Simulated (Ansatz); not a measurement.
Consider the following.

Starting cell, BaTiO3 (cubic perovskite):

```
CELL_PARAMETERS angstrom
      3.99403     0.00000     0.00000
      0.00000     3.99403     0.00000
      0.00000     0.00000     3.99403
ATOMIC_POSITIONS crystal
  Ba 0.00000 0.00000 0.00000
  Ti 0.50000 0.50000 0.50000
  O  0.00000 0.50000 0.50000
  O  0.50000 0.50000 0.00000
  O  0.50000 0.00000 0.50000
```

Scan: atom 5 (O, nearest neighbour Ti at 1.997 Å; its periodic images, 4.0 Å or more away, move with it) is displaced along Cartesian z, direction (0.000, 0.000, 1.000) in Cartesian axes, by s. The other atoms stay.

Computed with r2SCAN (plane waves to 500 eV, PAW, scalar-relativistic; Ansatz, a program for electronic structure). k mesh 7×7×7 (Γ-centred), Fermi-Dirac smearing 0.05 eV. Energies are smeared free energies. BaTiO3 is run without spin polarisation. BaTiO3 was relaxed with its symmetry unable to fall. This is a high-temperature form of BaTiO3. ΔE is measured from the undisplaced structure.

The scan covers s from -0.200 to 0.200 Å in 11 points.

**Question.** Is the energy the same for equal positive and negative displacements?

**Answer.** Even: the same for both signs. With its periodic images moving along, the atom's site symmetry in this cell is 4/mmm.

**Question.** What is the force constant k = d²E/ds² of this move at s = 0?

**Answer.** 5.88 eV/Å².

(For displaced atoms, the force is minus the slope of the energy, and its curvature is a force constant, which sets phonon frequencies.)
